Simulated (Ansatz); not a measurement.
Polymorphs of GaN, each relaxed with plane-wave PAW PBE (Ansatz code):

A: P-6m2, a = b = 2.980 Å, c = 2.683 Å, α = β = 90.00°, γ = 120.00°

B: CsCl type (Pm-3m), a = 2.7424 Å, b = 2.7424 Å, c = 2.7424 Å, α = 90.00°, β = 90.00°, γ = 90.00°

C: zinc blende (F-43m), a = b = c = 4.5488 Å, α = β = γ = 90.00°

D: wurtzite (P6_3mc), a = b = 3.2185 Å, c = 5.2432 Å, α = β = 90.00°, γ = 120.00°

Problem. Rank these by energy per atom at 0 K (lowest first), as PBE gives it.

Solution. D (+0 meV/atom), C (+5 meV/atom), A (+949 meV/atom), B (+1623 meV/atom)

Problem. Give each one's gap.

Solution. A no gap; B no gap; C 1.54 eV; D 1.71 eV.

Constructed cells (a structure type filled with these elements, in neither database checked): A; B. Not the usual ambient phase: A; B. All cells were relaxed under the symmetry of their starts (and spin orders); stability against distortions was not tested throughout. Scalar-relativistic: spin–orbit coupling is off unless named, which matters more the heavier the elements.

Energies hold the estimated change up to a 700 eV cutoff; steps of a few meV lie near the error of the meshes.

Potentials: the earlier of the program's two PAW sets.
